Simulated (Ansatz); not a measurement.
Values for one crystal, relaxed and computed with DFT-r²SCAN in the program Ansatz with PAW potentials; other levels are named.

| Property | Value |
|---|---|
| Volume per atom | 14.67 Å³ |
| Band gap | 0.58 eV (indirect) |
| Electron effective mass | 0.15, 0.15, 1.3 mₑ (principal values) |
| Electron effective mass with spin–orbit coupling | 0.15, 0.15, 1.3 mₑ (principal values) |
| Hole effective mass, band 1 of 3 at the edge | 1.1 along [100], 1.1 along [110], 0.49 along [111] (mₑ) |
| Hole effective mass, band 3 of 3 at the edge | 0.17 along [100], 0.23 along [110], 0.27 along [111] (mₑ) |
| Hole effective mass, band 2 of 3 at the edge | 1.1 along [100], 0.39 along [110], 0.49 along [111] (mₑ) |

### Question
Pick the material that matches.
A. SiO2, P4_32_12 (Si on 4a, O on 8b)
B. CaO, rock salt
C. Si3N4, P31c (Pearson symbol hP28)
D. YN, rock salt

### Answer
D, YN, rock salt

Space group Fm-3m (rock salt). Symmetry was held in the r²SCAN relaxation. No spin polarisation was allowed. Scalar-relativistic: spin–orbit coupling is off unless named, which matters more the heavier the elements.

Potentials: the earlier of the program's two PAW sets.
